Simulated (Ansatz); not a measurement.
YB₂Ir₃:
```xyz
6
Lattice="5.4081 0.0000 0.0000 -2.7041 4.6836 0.0000 0.0000 0.0000 3.1241" Properties=species:S:1:pos:R:3 pbc="T T T"
B      0.0000     3.1224     0.0000
B      2.7041     1.5612     0.0000
Y      0.0000     0.0000     0.0000
Ir     1.3520     2.3418     1.5621
Ir    -1.3520     2.3418     1.5621
Ir     2.7041     0.0000     1.5621
```

Relaxed with PBEsol. Special points in fractions of this cell's reciprocal vectors: Γ (0.000, 0.000, 0.000); M (0.500, 0.000, 0.000); K (0.333, 0.333, 0.000); A (0.000, 0.000, 0.500); L (0.500, 0.000, 0.500); H (0.333, 0.333, 0.500).

Q: List the band energies nearest the Fermi level at these points for plane-wave PAW PBEsol with spin–orbit coupling (Ansatz code).

A: In eV from the Fermi level; about four levels below and three above (degenerate sets whole), none deeper than 8.9 eV; points with the same levels are listed once.

```
k                    below                above
-  -----------------------  -------------------
Γ  -0.60 -0.60 -0.55 -0.55  0.29 0.29 0.85 0.85
M  -1.42 -1.42 -0.65 -0.65  0.25 0.25 1.57 1.57
K  -1.53 -1.53 -0.96 -0.96  0.41 0.41 1.59 1.59
A  -0.82 -0.82 -0.74 -0.74  0.13 0.13 0.19 0.19
L  -0.40 -0.40 -0.05 -0.05  0.06 0.06 2.10 2.10
H  -0.40 -0.40 -0.26 -0.26  0.17 0.17 1.02 1.02
```

Space group P6/mmm. The workflow started from an entry of the Crystallography Open Database (COD); the relaxed space group is not among those it files for this formula. COD files the formula under space group No. 12, so this cell is another polymorph or a model. Whether it is the stable phase at ambient conditions was not checked. Symmetry was held in the PBEsol relaxation; whether a distortion lowers the energy is not shown. The run is not spin-polarised.

Potentials: the later of the program's two PAW sets.
